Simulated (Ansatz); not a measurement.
A geometry of HfO$_{2}$ away from equilibrium: step 2 of the relaxation of a relaxed HfO2 cell, doubled along one cell vector, shaken by Gaussian noise of σ = 0.08 Å a coordinate. Level of theory: PBEsol (plane waves to 420 eV, PAW, scalar-relativistic; Ansatz, an electronic-structure program). Γ-centred k-mesh 5×5×3 on the run's cell (coarser than for final values), Fermi–Dirac smearing 0.05 eV.

```xyz
12
Lattice="4.5078 -0.0020 -0.0169 -0.0020 4.4904 0.0097 -0.0337 0.0194 9.0137" Properties=species:S:1:pos:R:3 pbc="T T T"
O      3.2942     3.3854     3.3629
O      3.3676     3.4477     7.8457
O      3.3609     1.1557     1.0955
O      3.4549     1.1503     5.5602
O      1.1065     3.3591     1.1751
O      1.2376     3.3389     5.6947
O      1.0531     1.1113     3.4448
O      1.0717     1.1093     7.8612
Hf     0.0141     0.0224    -0.0101
Hf     0.0158    -0.0494     4.4982
Hf     2.2758     2.2466     2.2428
Hf     2.2867     2.2325     6.7464
```

Problem. Which atoms carry the largest force, and which way does it point?

Solution. 2.38 eV/Å, on O6 (atoms numbered as listed); on O6 its components are (-1.38, 1.35, -1.39).

Problem. What is the pressure?

Solution. +0.5 GPa, compression positive.

Problem. How far above the relaxed end point is this geometry?

Solution. 0.03 eV/atom; the path ends in Pn-3m (No. 224) (AFLOW prototype A2B_cP6_224_b_a (C3, as in Cu2O)).

No spin polarisation in the result.

The end of the path is a generated cell of HfO2: the first start was made by placing the elements on the sites of a structure type, and the end was not matched to a known phase here, so it may be hypothetical. Known forms of HfO2 include space group No. 14, 29, 137, 225.
